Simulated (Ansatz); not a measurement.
Ta₂O₅:
```
CELL_PARAMETERS angstrom
      3.24350     0.00000     0.00000
      0.00000     3.75699     0.00000
      0.00000     0.00000    37.00000
ATOMIC_POSITIONS crystal
  O  0.68016 0.50000 0.57453
  Ta 0.21701 0.50000 0.54636
  Ta 0.78299 0.50000 0.45364
  O  0.11295 0.00000 0.54050
  O  0.88705 0.00000 0.45950
  O  0.31984 0.50000 0.42547
  O  0.50000 0.50000 0.50000
```
Free-standing layer in the xy plane with vacuum along z and no interaction between images.

Relaxed with r²SCAN+D4. Special points in fractions of this cell's reciprocal vectors: Γ (0.000, 0.000, 0.000); X (0.500, 0.000, 0.000); S (0.500, 0.500, 0.000); Y (0.000, 0.500, 0.000).

Task: List the band energies nearest the valence-band maximum at these points for r²SCAN+D4 in the plane-wave PAW code Ansatz.

Result: In eV from the valence-band maximum; about four levels below and three above (degenerate sets whole), none deeper than 8.9 eV; points with the same levels are listed once.

```csv
k,below,above
Γ,-1.56 -1.17 -0.83 -0.74,3.76 4.70 5.11
X,-1.08 -1.02 -0.85 -0.79,3.17 4.05 4.46
S,-1.70 -1.24 -0.64 0.00,4.11 5.23 5.26
Y,-1.60 -1.57 -0.75 0.00,4.62 5.71 5.92
```

Space group P2/m. The layer was cut from a bulk entry of the Materials Project (measured or hypothetical); whether that bulk phase is the ambient one, and whether the layer has been isolated, was not checked. Symmetry was held in the r²SCAN+D4 relaxation; its stability against distortions is not shown here. The run is not spin-polarised. Spin–orbit coupling is left out wherever it is not named.

Potentials: the later of the program's two PAW sets.
